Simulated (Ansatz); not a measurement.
Input and steps of a relaxation of cell and atoms on Zn₂AsP₃ in the borrowed Ce2CuGe3 type (No. 187) (Ansatz 0.2.0, r2SCAN+rVV10). It starts from the PBEsol minimum.

```yaml
crystal:
  lattice:
    - [4.1567808625, 2.7e-09, 0.0]
    - [-2.0783904336, 3.5998778235, 0.0]
    - [0.0, 0.0, 6.4245039742]
  atoms:
    - { symbol: Zn, position: [0.6666666667, 0.3333333333, 0.2612757892] }
    - { symbol: Zn, position: [0.6666666667, 0.3333333333, 0.7387242108] }
    - { symbol: As, position: [0.0, 0.0, 0.0] }
    - { symbol: P, position: [0.0, 0.0, 0.5] }
    - { symbol: P, position: [0.3333333333, 0.6666666667, 0.0] }
    - { symbol: P, position: [0.3333333333, 0.6666666667, 0.5] }
kpoints:
  mp_grid: { grid: [6, 6, 4] }
hamiltonian:
  xc: r2scan
  dispersion: rvv10
scf:
  occupations: { method: fermi_dirac, width: 0.03 }
relax:
  f_tol: 0.01
  cell: {}
  max_steps: 120
```

The trajectory has 8 recorded frames, each with positions in Å and forces in eV/Å. The last, and any step after a large change of cell, is solved on a basis re-selected at its cell; pressure is positive in compression.

Step 1: energy 0.0 meV/atom from step 1, largest force component 0.011 eV/Å, pressure +1.47 GPa
```xyz
6
Lattice="4.1568 0.0000 0.0000 -2.0784 3.5999 0.0000 0.0000 0.0000 6.4245" Properties=species:S:1:pos:R:3:forces:R:3 pbc="T T T"
Zn    2.0784    1.2000    1.6786    0.0000    0.0000    0.0109
Zn    2.0784    1.2000    4.7459    0.0000    0.0000   -0.0109
As    0.0000    0.0000    0.0000    0.0000    0.0000    0.0000
P     0.0000    0.0000    3.2123    0.0000    0.0000    0.0000
P     0.0000    2.3999    0.0000    0.0000    0.0000    0.0000
P     0.0000    2.3999    3.2123    0.0000    0.0000    0.0000
```

Step 2: energy -4.3 meV/atom from step 1, largest force component 0.008 eV/Å, pressure +0.04 GPa
```xyz
6
Lattice="4.1633 0.0000 0.0000 -2.0817 3.6055 0.0000 0.0000 0.0000 6.5987" Properties=species:S:1:pos:R:3:forces:R:3 pbc="T T T"
Zn    2.0817    1.2018    1.7378    0.0000    0.0000   -0.0082
Zn    2.0817    1.2018    4.8609    0.0000    0.0000    0.0082
As    0.0000    0.0000    0.0000    0.0000    0.0000    0.0000
P     0.0000    0.0000    3.2993    0.0000    0.0000    0.0000
P     0.0000    2.4037    0.0000    0.0000    0.0000    0.0000
P     0.0000    2.4037    3.2993    0.0000    0.0000    0.0000
```

Step 3: energy -7.5 meV/atom from step 1, largest force component 0.056 eV/Å, pressure -0.82 GPa
```xyz
6
Lattice="4.1464 0.0000 0.0000 -2.0732 3.5909 0.0000 0.0000 0.0000 6.9127" Properties=species:S:1:pos:R:3:forces:R:3 pbc="T T T"
Zn    2.0732    1.1970    1.8217    0.0000    0.0000   -0.0561
Zn    2.0732    1.1970    5.0910    0.0000    0.0000    0.0561
As    0.0000    0.0000    0.0000    0.0000    0.0000    0.0000
P     0.0000    0.0000    3.4564    0.0000    0.0000    0.0000
P     0.0000    2.3939    0.0000    0.0000    0.0000    0.0000
P     0.0000    2.3939    3.4564    0.0000    0.0000    0.0000
```

Step 4: energy -9.0 meV/atom from step 1, largest force component 0.045 eV/Å, pressure -0.22 GPa
```xyz
6
Lattice="4.1446 0.0000 0.0000 -2.0723 3.5893 0.0000 0.0000 0.0000 6.8046" Properties=species:S:1:pos:R:3:forces:R:3 pbc="T T T"
Zn    2.0723    1.1964    1.7645    0.0000    0.0000    0.0451
Zn    2.0723    1.1964    5.0401    0.0000    0.0000   -0.0451
As    0.0000    0.0000    0.0000    0.0000    0.0000    0.0000
P     0.0000    0.0000    3.4023    0.0000    0.0000    0.0000
P     0.0000    2.3929    0.0000    0.0000    0.0000    0.0000
P     0.0000    2.3929    3.4023    0.0000    0.0000    0.0000
```

Step 5: energy -9.1 meV/atom from step 1, largest force component 0.001 eV/Å, pressure -0.07 GPa
```xyz
6
Lattice="4.1451 0.0000 0.0000 -2.0726 3.5898 0.0000 0.0000 0.0000 6.7733" Properties=species:S:1:pos:R:3:forces:R:3 pbc="T T T"
Zn    2.0726    1.1966    1.7723    0.0000    0.0000   -0.0011
Zn    2.0726    1.1966    5.0009    0.0000    0.0000    0.0011
As    0.0000    0.0000    0.0000    0.0000    0.0000    0.0000
P     0.0000    0.0000    3.3866    0.0000    0.0000    0.0000
P     0.0000    2.3932    0.0000    0.0000    0.0000    0.0000
P     0.0000    2.3932    3.3866    0.0000    0.0000    0.0000
```

Step 6: energy -9.1 meV/atom from step 1, largest force component 0.001 eV/Å, pressure -0.01 GPa
```xyz
6
Lattice="4.1406 0.0000 0.0000 -2.0703 3.5859 0.0000 0.0000 0.0000 6.8009" Properties=species:S:1:pos:R:3:forces:R:3 pbc="T T T"
Zn    2.0703    1.1953    1.7786    0.0000    0.0000   -0.0009
Zn    2.0703    1.1953    5.0223    0.0000    0.0000    0.0009
As    0.0000    0.0000    0.0000    0.0000    0.0000    0.0000
P     0.0000    0.0000    3.4004    0.0000    0.0000    0.0000
P     0.0000    2.3906    0.0000    0.0000    0.0000    0.0000
P     0.0000    2.3906    3.4004    0.0000    0.0000    0.0000
```

Step 7: energy -9.2 meV/atom from step 1, largest force component 0.000 eV/Å, pressure -0.01 GPa
```xyz
6
Lattice="4.1419 0.0000 0.0000 -2.0710 3.5870 0.0000 0.0000 0.0000 6.7900" Properties=species:S:1:pos:R:3:forces:R:3 pbc="T T T"
Zn    2.0710    1.1957    1.7757    0.0000    0.0000    0.0004
Zn    2.0710    1.1957    5.0143    0.0000    0.0000   -0.0004
As    0.0000    0.0000    0.0000    0.0000    0.0000    0.0000
P     0.0000    0.0000    3.3950    0.0000    0.0000    0.0000
P     0.0000    2.3913    0.0000    0.0000    0.0000    0.0000
P     0.0000    2.3913    3.3950    0.0000    0.0000    0.0000
```

Step 8: energy -9.4 meV/atom from step 1, largest force component 0.000 eV/Å, pressure 0.00 GPa
```xyz
6
Lattice="4.1419 0.0000 0.0000 -2.0710 3.5870 0.0000 0.0000 0.0000 6.7900" Properties=species:S:1:pos:R:3:forces:R:3 pbc="T T T"
Zn    2.0710    1.1957    1.7757    0.0000    0.0000    0.0002
Zn    2.0710    1.1957    5.0143    0.0000    0.0000   -0.0002
As    0.0000    0.0000    0.0000    0.0000    0.0000    0.0000
P     0.0000    0.0000    3.3950    0.0000    0.0000    0.0000
P     0.0000    2.3913    0.0000    0.0000    0.0000    0.0000
P     0.0000    2.3913    3.3950    0.0000    0.0000    0.0000
```

The walk took 7 steps and changed the volume by +4.9 %. The last SCF, on a fresh basis, lies 9.4 meV an atom below the first. Final cell: it is hexagonal, P-6m2 (No. 187); conventional cell a = 4.142 Å, c = 6.790 Å, 16.81 Å³ an atom. Zn is surrounded by 9 P at 2.89–2.98 Å and 3 As at 2.98 Å; As is surrounded by 3 P at 2.39 Å and 6 Zn at 2.98 Å; P is surrounded by 3 P at 2.39 Å and 6 Zn at 2.89 Å; P is surrounded by 3 As at 2.39 Å and 6 Zn at 2.98 Å.

Command: `ansatz run input.yaml --threads 2 --pin off --max-ram 29491MiB --backend cpu --events-out ev --progress --plain --runs-dir out`.

**Question.** What wall time did it need on 2 threads of AMD EPYC 7R13 Processor (Zen 3) (shared host), load about 2.0 per core, and how much host memory at the peak?

**Answer.** About 94 s, with a peak of 0.87 GiB.

(Calculated; spin-unpolarised; the phase may be known or hypothetical.)

Where bands overlap the cell is a metal at that level, and these k meshes limit energies, forces and stress. Overlaps of a few tenths of an eV in semilocal functionals can be an artefact that a hybrid or GW lifts.
